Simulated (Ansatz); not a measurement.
## Two inputs for MoS₂

Cell: a structure deposited in the COD, taken as it stands.

```xyz
6
Lattice="3.1690 0.0000 0.0000 -1.5845 2.7444 0.0000 0.0000 0.0000 12.3240" Properties=species:S:1:pos:R:3 pbc="T T T"
Mo    0.0000    1.8296    3.0810
Mo    1.5845    0.9148    9.2430
S     0.0000    1.8296    7.6779
S     1.5845    0.9148    1.5159
S     0.0000    1.8296   10.8081
S     1.5845    0.9148    4.6461
```

Atoms are numbered from 1 in the order listed; like atoms form one site, named after its first atom.

Reference run. Computed with Ansatz: DFT, PBE, plane waves and PAW, scalar-relativistic, collinear spin, 420 eV cutoff, Γ-centred 11×11×3 k-points, Fermi–Dirac smearing 0.02 eV. Start moments as typed (μB): 2 on each Mo, none on the rest.

Problem. The input is changed as follows: `scf.occupations.method`: fermi_dirac → cold; `scf.occupations.width`: 0.02 → 0.01; `scf.convergence.dr2_threshold`: not typed → 1e-08. What happens to V_zz (10²¹ V/m²) and η?

Solution. 

```
site  atom  V_zz reference  η reference  V_zz changed  η changed
  Mo     1           -7.53         0.00         -7.53       0.00
   S     3           -5.24         0.00         -5.24       0.00
```

All printed values agree. The gap of 0.9 eV is far wider than the smearing, so the levels stay full or empty whatever the smearing's form; with a small gap this would fail. SCF iterations: 10 and 12. New warnings: stability check not made, stress scf threshold loose.

On the reference run: Without spin–orbit coupling (the program notes it for Mo) the gradients can shift somewhat, as the gap is small. The start moments die out, and the run ends without spin.
